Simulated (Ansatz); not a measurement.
Ansatz (a program for electronic structure) input:

Ansatz 0.2 input:
```yaml
crystal:
  lattice:
    - [2.824091861, 0.0, 0.0]
    - [0.0, 2.824091861, 0.0]
    - [0.0, 0.0, 2.824091861]
  atoms:
    - { symbol: Co, position: [0.0, 0.0, 0.0], spin: 0.15 }
    - { symbol: Al, position: [0.5, 0.5, 0.5], spin: -0.03 }
kpoints:
  mp_grid: { grid: [14, 14, 14] }
hamiltonian:
  xc: r2scan
  pseudopotentials: { kind: paw }
magnetization: { spin_polarized: true }
scf:
  occupations: { method: gaussian, width: 0.1 }
checkpoint: { read: metal.run }
output: { write_density: true, elf: true, volumetric_format: npy }
basis: { fft_grid_basis: typed }
```

Output (shortened):

```
Pseudopotential: Co, paw, valence charge 17
Pseudopotential: Al, paw, valence charge 3
Functional definition: r2SCAN
Crystal: 2 atoms, lattice volume = 22.524 Å³
Basis set: ecut = 500 eV, 587 PW (Γ), exchange–correlation on 96×96×96 points (64 copies of the dense FFT grid, shifted against one another)
Bands: 19, of which v1, the nominal top of the filled ones, is band 10 counted from 1 (9 counted from 0)
Symmetry: 48 space group operations
Space group: Pm-3m (ITA 221), of the structure as read, at distance tolerance 2.8e-5 Å
k-points: 120 of 2744
Stability of the state it starts from, as read at its close in the collinear treatment (another_mixer)
Starting moments: Σ|m| = 0.18 μB on 2 of 2 sites; this step starts from the density that it was given
iter 1 solved again at ethr=2.48e-9 eV; its pass at ethr=3.10e-3 eV (dr2=4.96e-7 eV) is discarded
SCF iter   1: F=—  HF=-5673.023648 eV  |F-HF|=—  |Δ(HF+E_count)|=         —  Δρ=2.43e-7 (↑2.43e-7 ↓9.63e-8)  dr2=2.02e-11  dr2_τ=1.00e-13  dr2_m=1.18e-12  M=0.100 μB ∫|m|=0.207 μB  β_m=1.20  ethr=2.48e-9  ⟨swp⟩=4.0  Hψ=35230  notcnv=0
preconditioner: auto → none
SCF iter   2: F=-5673.023648 eV  HF=-5673.023648 eV  |F-HF|=1.13e-10  |Δ(HF+E_count)|=  3.82e-10  Δρ=5.10e-7 (↑5.10e-7 ↓4.08e-7)  dr2=1.31e-10  dr2_τ=1.43e-13  dr2_m=5.65e-13  M=0.100 μB ∫|m|=0.207 μB  ethr=1.00e-12  ⟨swp⟩=5.5  Hψ=15130  notcnv=0
SCF 1 converged in 2 iterations: F = -5673.023648 eV  dr2 = 1.31e-10
Stability not checked (another_mixer)
SCF converged after 2 iterations
Magnetization: 0.0997 μB (10.0499 up, 9.9501 down)
Absolute magnetization: 0.2068 μB (∫|ρ↑−ρ↓|, with the PAW one-centre terms)
Spin contamination: 0.0081 ħ² per cell (⟨S²⟩ above its minimum at these occupations)
Per-site moments (μB) at R_I (Å): [(0.14967314077332028, 1.0088658088768347), (-0.012562670164486906, 1.0088658088768347)]
Free energy (F): -5673.023648 eV
Harris-Foulkes:  -5673.023648 eV  (|F-HF|=1.13e-10)
Internal energy: -5673.019674 eV  (E = F + TS)
E sigma→0 (E₀):  -5673.021661 eV
Entropy (-TS):   -0.003974 eV (-1.987 meV/atom)
Fermi energy:    14.866828 eV
--- Per-component energies (eV) ---
  E_band       = -300.284676
  E_kinetic    = 485.414300
  E_local      = -3642.102352  (includes V_loc(G=0)·N_el)
  E_nonlocal   = 468.249279
  E_hartree    = 1576.643684
  E_xc         = -196.818818
  E_vxc        = -265.087544  (∫ρ·V_xc dr)
  E_paw        = -1999.933735  (= ΣΔE_a)
  E_vpaw       = -516.507250  (= ΣTr[D̂ρ^β])
  E_aug_tail   = 0.000032  (compensation charges beyond the density's cutoff)
  E_vtau       = 16.460576  (kinetic-family band-sum trace: ∫τ·v_τ [+ j·A + Jᵃ·Aᵃ] dr)
  E_ewald      = -2364.116750
  E_core_change = -0.355314  (= ΣΔE_core)
  E_smearing   = -0.003974  (= −TS)
  E_closure    = 0.000000  (closes the sum)
  Σ components = -5673.023648   (vs F -5673.023648, Δ=0.00e0)
  [band-id]    e_kinetic+e_local+e_nonlocal+2·e_hartree+e_vxc+e_vpaw+e_augmentation_tail+e_vtau = -300.285591   (vs E_band -300.284676, Δ=-9.14e-4)
--- Band table (eV; the first three rows and the last of 240) ---
  k-point 0 ↑: bands = ["-83.6151", "-45.4522", "-45.4522", "-45.4522", "2.9832", "11.5506", "11.5506", "13.7401", "13.7401", "13.7401", "21.3353", "21.3353", "21.3353", "23.9533", "23.9533", "31.7937", "37.7253", "37.7253", "37.7253"]
  k-point 1 ↑: bands = ["-83.6150", "-45.4546", "-45.4520", "-45.4520", "3.0871", "11.5406", "11.5801", "13.6857", "13.6857", "13.7459", "20.2937", "21.4777", "21.4777", "23.9398", "24.9341", "32.1087", "36.6136", "36.6136", "37.7226"]
  k-point 2 ↑: bands = ["-83.6145", "-45.4616", "-45.4514", "-45.4514", "3.3969", "11.4822", "11.6642", "13.5396", "13.5396", "13.7620", "18.6271", "21.8883", "21.8883", "23.9001", "26.4016", "33.0866", "34.8371", "34.8371", "36.6638"]
  k-point 119 ↓: bands = ["-83.3410", "-45.2367", "-45.2367", "-45.2367", "10.4752", "10.4752", "10.4752", "14.9886", "14.9886", "17.1662", "17.1662", "17.1662", "19.9550", "20.4950", "20.4950", "20.4950", "24.9325", "44.5053", "44.5053"]
```

Cost: very roughly 7 core-seconds on shared cores.

The cell was relaxed with r²SCAN under the symmetry of its start. The final state is ferromagnetic, the only order run, not a proven ground state. The cell computed holds one magnetic atom, so no antiferromagnetic order was within reach. Other orbital occupations within this spin state were not tried. For itinerant 3d metals, meta-GGAs of the SCAN family and hybrids are commonly reported to give too large moments.

Potentials: the later of the program's two PAW sets.

Ansatz is a plane-wave DFT program.
